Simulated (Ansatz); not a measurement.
**Calculated electric field gradients for TaSi2**

The cell is a structure deposited in the COD (the entry's cell lengths or inner coordinates differ somewhat from later room-temperature determinations), taken as it stands.

Space group P6_222 (No. 180); a = 4.7800, c = 6.5640 Å, γ = 120.00°.

| site | Wyckoff | site symmetry | x | y | z |
| --- | --- | --- | --- | --- | --- |
| Ta | 3d | 222 | 0.5000 | 0.0000 | 0.5000 |
| Si | 6j | ..2 | 0.1666 | 0.3333 | 0.5000 |

One atom of each set is listed.

Level of theory: DFT, PBE, plane waves and PAW, scalar-relativistic, 420 eV cutoff, Γ-centred 8×8×5 k-points, Fermi–Dirac smearing 0.05 eV (Ansatz 0.2.0).

C_Q = eQV_zz/h, which is 24.18 MHz for Q = 1 b and V_zz = 10²¹ V/m²; η = (V_xx − V_yy)/V_zz.

¹⁸¹Ta: I = 7/2, Q = 3170 mb. Q values from Pyykkö, Mol. Phys. 116, 1328 (2018).

Question: Which values are expected at the nuclei?

Answer: 

```csv
site,atoms,first shell,V_zz (10²¹ V/m²),η,C_Q (MHz)
Ta,3,10 Si at 2.59–2.76 Å,4.78,0.84,367
Si,6,"5 Si at 2.59–2.76 Å, 5 Ta at 2.59–2.76 Å",-3.21,0.64,–
```

Si has no stable isotope with a ground-state quadrupole moment in the table, so no C_Q is given.

At this cell the principal stresses reach 5 GPa in size with PBE, which can matter for small gradients. The largest force is 0.8 eV/Å, so the atoms aren't at the calculated equilibrium and relaxing them would move these values. With no gap above 0.1 eV, as in a metal, the gradients converge slowly in k; expect changes of a tenth or more on a denser mesh. Without spin–orbit coupling the gradients at and beside Ta can be off by some per cent, at some sites by more. With these PAW files V_zz is typically within 2 to 3 % of all-electron values, but misses above 10 % occur on Ta.
